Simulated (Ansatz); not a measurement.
GaF: changing the choice of potentials or basis

```
Ga F
1.0
     0.00000    2.84624    2.84624
     2.84624    0.00000    2.84624
     2.84624    2.84624    0.00000
Ga F
1 1
Direct
  0.25000 0.25000 0.25000
  0.00000 0.00000 0.00000
```

The cell comes from a database or a generator and needn't be the stable form of this composition.

Kept alike: task equation of state; functional PBE; k mesh 8 × 8 × 8; occupations fermi-dirac, width 0.05 eV; no spin polarisation. Program: Ansatz. Cutoffs run from 420 to 3600 eV. The mesh is that of the run's cell of 2 atoms. No spin-orbit coupling.

```csv
choice of potentials or basis,volume (Å³/atom),bulk modulus (GPa)
Ansatz NC,23.049,26.1
Ansatz PAW,23.061,26.0
Ansatz PAW (files of its older set among them),23.057,26.1
JTH PAW,23.060,26.1
PseudoDojo standard,23.031,26.2
PseudoDojo stringent,23.026,26.1
SPMS NC,23.037,26.2
```

Volume and modulus come from cells scaled at fixed shape and fractions.

Question: What does the choice of potentials or basis change here?

Answer: The volume runs from 23.026 (PseudoDojo stringent) to 23.061 Å³/atom (Ansatz PAW). The bulk modulus runs from 26.0 (Ansatz PAW) to 26.2 GPa (PseudoDojo standard; SPMS NC).
